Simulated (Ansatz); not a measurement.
Input:

MoSe₂:
```
CELL_PARAMETERS angstrom
      3.24820     0.00000     0.00000
     -1.62410     2.81302     0.00000
      0.00000     0.00000    12.74192
ATOMIC_POSITIONS crystal
  Mo 0.66667 0.33333 0.75000
  Mo 0.33333 0.66667 0.25000
  Se 0.33333 0.66667 0.88007
  Se 0.66667 0.33333 0.11993
  Se 0.66667 0.33333 0.38007
  Se 0.33333 0.66667 0.61993
```

This is the LDA-relaxed structure. x, y and z are the axes in which the lattice vectors are written.

Q: All from LDA in the plane-wave PAW code Ansatz, unless another level is named. Predict the Poisson's ratio.

A: 0.20.

Q: Give the zero-point energy.

A: 38.4 meV/atom.

Q: Give the elastic constants (relaxed ions, GPa).

A: C11 = 196, C12 = 44.9, C13 = 13.2, C33 = 52.5, C44 = 20.6.

Space group P6_3/mmc. The LDA relaxation kept the symmetry of its start; phonons on a q-mesh show no instability. No spin polarisation was allowed. A crystal of weakly bound layers computed without a dispersion correction: the cell and the soft elastic constants depend strongly on that.

Potentials: the earlier of the program's two PAW sets.
